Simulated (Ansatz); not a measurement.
SiRu in space group P2_13 (No. 198; Si on 4a, Ru on 4a) under volume change, the program Ansatz at the PBEsol level (PAW), shape and atoms relaxed at each volume.

| V (Å³/atom) | E − E(relaxed) (meV/atom) | P (GPa) |
|---|---|---|
| 11.734 | 91.3 | 27.73 |
| 12.121 | ? | ? |
| 12.508 | 8.9 | 7.61 |
| 12.895 | 0.0 | 0.00 |
| 13.282 | 7.8 | -6.26 |
| 13.669 | 29.5 | -11.47 |
| 14.055 | ? | ? |

**Question.** What belongs in the gaps?

**Answer.** 
- 14.055, E − E(relaxed) (meV/atom): 62.5
- 14.055, P (GPa): -15.75
- 12.121, E − E(relaxed) (meV/atom): 37.9
- 12.121, P (GPa): 16.81

**Question.** What does a third-order Birch–Murnaghan fit give for V₀, B₀ and B′?

**Answer.** V₀ = 12.90 Å³/atom, B₀ = 230 GPa, B′ = 5.2.

The PBEsol relaxation kept the symmetry of its start. No spin polarisation was allowed. Spin–orbit coupling is left out wherever it is not named.

Potentials: the earlier of the program's two PAW sets.
